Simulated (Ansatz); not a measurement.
**TbCd in the CsCl-type structure**

Level of theory: DFT, PBEsol, scalar-relativistic, collinear spin; plane waves to 420 eV with PAW datasets (Ansatz 0.2.0), 8×8×8 k-mesh, Gaussian smearing of 0.05 eV. The datasets are Ansatz's generated set soft_2.

```
Tb Cd
1.0
     3.70809    0.00000    0.00000
     0.00000    3.70809    0.00000
     0.00000    0.00000    3.70809
Tb Cd
1 1
Cartesian
  0.0000 0.0000 0.0000
  1.8540 1.8540 1.8540
```

The start was a prototype's sites filled with these elements; the Crystallography Open Database holds the compound in this structure.

Magnetic state: ferromagnetic, site spin moments Tb 5.90 μB.

Cell and atoms are those of this level's equilibrium.

Path: Γ–X–M–Γ–R–X | R–M, with Γ = (0.000, 0.000, 0.000), X = (0.000, 0.500, 0.000), M = (0.500, 0.500, 0.000), R = (0.500, 0.500, 0.500) in reciprocal vectors of the calculation's cell.

Levels between -4 and 4 eV from the Fermi level at the path's named points:
| point | spin | below E_F (eV) | above E_F (eV) |
| --- | --- | --- | --- |
| Γ | up | -3.92 -3.92 -3.92 -0.08 -0.08 |  |
| Γ | down | -0.04 -0.04 -0.04 | 0.35 0.35 0.35 0.50 0.63 0.63 |
| X | up | -3.96 -3.90 -3.88 -3.72 -3.64 | 0.05 1.22 1.22 |
| X | down | -3.64 -3.23 -0.07 | 0.01 0.05 0.34 0.44 0.49 0.50 0.84 1.75 1.76 |
| M | up | -3.95 -3.91 -3.87 -3.73 -0.20 -0.20 | 0.01 2.80 2.81 |
| M | down | -3.54 -0.39 -0.34 | 0.08 0.24 0.29 0.39 0.49 0.59 0.59 0.69 3.52 3.52 |
| R | up | -3.88 -3.88 -3.88 -1.92 -1.92 -1.92 | 0.18 |
| R | down | -1.59 -1.59 -1.59 -0.70 | 0.04 0.04 0.04 0.39 0.39 0.39 1.34 |

Question: By these bands, is it a metal or an insulator, and if it has a gap, where are the band edges on this path?

Answer: A metal: bands cross the Fermi level.

Without a U the open 4f shell is pinned at the Fermi level, an artefact: in the real crystal it splits into occupied and empty levels away from it, and its large orbital moment is missing here. These numbers lack spin–orbit coupling. The run wasn't fully tested for a lower electronic state. Site moments are of spin, integrated over atomic spheres. No antiparallel order was tried.

The open shells may stand above their lowest state, and forces and pressures are less sure for it.
